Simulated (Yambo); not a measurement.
A G0W0@LDA run in Yambo for BaZnBO3F (space group P-6, No. 174) (3×3×4 Γ-centred k mesh, bands 5 to 153 and a 7 Ry block in the screening, 153 bands in G with the Bruneval-Gonze terminator, plasmon pole fitted at 27.2 eV) gives these matrix elements, in eV, at the band edges (K → Γ):

```
state               E0    <Vxc>     <Σx>  <Σc(E0)>      Z
---------------  -----  -------  -------  --------  -----
valence edge     0.000  -20.908  -26.718     4.307  0.799
conduction edge  3.437  -11.101   -6.644    -3.215  0.860
```

Q: Solve the linearised quasiparticle equation for both states, give the gap, and say how exchange and correlation each act on it.

A: E = E0 + Z(Σx + Σc − Vxc). Valence: 0.000 + 0.799 × (-26.718 + (4.307) − (-20.908)) = -1.20 eV. Conduction: 3.437 + 0.860 × (-6.644 + (-3.215) − (-11.101)) = 4.50 eV. The gap is 5.70 eV, against 3.44 eV in LDA. Replacing Vxc by bare exchange alone would open it by 10.27 eV; correlation takes back 7.52 eV of that, and Z scales what is left. Nearest settings tried, and what they do to the gap: 102 bands in W, 102 bands in G: +65 meV; 6 Ry block (187 vectors against 217): -18 meV. Not varied: mesh. So the settings aren't converged at that level. Oxides, nitrides and fluorides with a shallow 3d shell are known to need far more bands and larger blocks. 

Geometry of the Materials Project entry, not relaxed at this level; primitive cell a = 5.1272 Å, b = 5.1272 Å, c = 4.3638 Å, α = 90.00°, β = 90.00°, γ = 120.00°.
